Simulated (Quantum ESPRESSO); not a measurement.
As has the trigonal space group R-3m, hexagonal axes (No. 166), Pearson symbol hR2. Lattice parameters: a = 3.755 Å, b = 3.755 Å, c = 11.113 Å, α = 90.00°, β = 90.00°, γ = 120.00°. As on 6c has 3 As at 2.519 Å (trigonal pyramidal). (Neighbours: up to the widest gap in distance over summed covalent radii, below 1.35, at either atom.)
(The calculation used a cell of 2 atoms; values per cell refer to that cell.)

The geometry is that of Materials Project entry mp-11, symmetrised and not relaxed again.

What does LDA (pw.x of Quantum ESPRESSO, ONCV potentials, no spin-orbit coupling) give for the electronic structure near the Fermi level?

At this level the gap is closed or nearly so: along the path the highest valence and lowest conduction bands touch, or overlap by less than 0.6 eV, a zero-gap or semimetallic result; the valence top lies at 75 % of the way from B to Z, the conduction bottom at L, 0.56 eV lower. Spin-orbit splittings are left out.

The distance between layers or molecules is the database entry's, not relaxed here. Functionals without dispersion can leave it too large, which widens gaps and weakens the response across layers: the numbers belong to this cell.
